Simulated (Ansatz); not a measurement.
Several occupations of a bcc lattice at one composition, 1 Ta, 5 Re, 3 Zr, 3 Ti. Sites, in fractions of the cell -3.300 -3.300 3.300; -3.300 3.300 -3.300; 1.650 -4.951 -4.951 Å:

| cell | sites |
| --- | --- |
| 1 | Re (0.00 0.50 0.00), Re (0.50 0.50 0.00), Re (0.67 0.17 0.67), Re (0.83 0.33 0.33), Re (0.83 0.83 0.33), Ta (0.33 0.83 0.33), Ti (0.00 0.00 0.00), Ti (0.17 0.17 0.67), Ti (0.33 0.33 0.33), Zr (0.17 0.67 0.67), Zr (0.50 0.00 0.00), Zr (0.67 0.67 0.67) |
| 2 | Re (0.00 0.00 0.00), Re (0.17 0.17 0.67), Re (0.50 0.00 0.00), Re (0.67 0.17 0.67), Re (0.83 0.83 0.33), Ta (0.33 0.33 0.33), Ti (0.00 0.50 0.00), Ti (0.67 0.67 0.67), Ti (0.83 0.33 0.33), Zr (0.17 0.67 0.67), Zr (0.33 0.83 0.33), Zr (0.50 0.50 0.00) |
| 3 | Re (0.00 0.50 0.00), Re (0.33 0.33 0.33), Re (0.33 0.83 0.33), Re (0.67 0.67 0.67), Re (0.83 0.33 0.33), Ta (0.67 0.17 0.67), Ti (0.17 0.17 0.67), Ti (0.17 0.67 0.67), Ti (0.83 0.83 0.33), Zr (0.00 0.00 0.00), Zr (0.50 0.00 0.00), Zr (0.50 0.50 0.00) |

Each was relaxed without symmetry on coarser meshes and computed once more. Computed with Ansatz 0.2.0, DFT PBE, scalar-relativistic, plane waves, PAW.

Plane waves to 420 eV, a k mesh through Γ of 7×7×5 on the computed 12-atom cell and Gaussian smearing (0.10 eV); no spin polarisation.

Warren–Cowley parameters of the first shell of the sublattice with most elements (negative: unlike neighbours preferred):
```tsv
cell	Re-Ti	Re-Zr	Re-Ta	Ti-Zr	Ta-Ti	Ta-Zr
1	0.00	0.00	-0.20	0.00	0.00	0.00
2	-0.10	-0.10	0.40	-0.33	-0.50	-0.50
3	-0.10	0.00	-0.50	0.17	0.00	0.50
```

**Question.** Which occupation is lowest in energy, and by how much?

**Answer.** Cell 3.
```
cell E − E(lowest) (meV/atom) V (Å³/atom)
   3                       0.0        16.95
   2                      15.2        16.97
   1                      31.1        16.89
```

The final mesh leaves forces up to 0.11 eV/Å and stresses up to 0.4 GPa: the relaxation ran on a coarser mesh, so the cell's shape, its bonds and its energy belong partly to that mesh.

Spin–orbit coupling is left out, which can shift energies with elements as heavy as these. Spin polarisation was left out, and a magnetic state may lie lower.

Cost: 6 runs of about 23 core-minutes in all (earlier runs that led there not counted), on Intel Xeon Platinum 8259CL (Skylake/Cascade Lake) (shared hosts).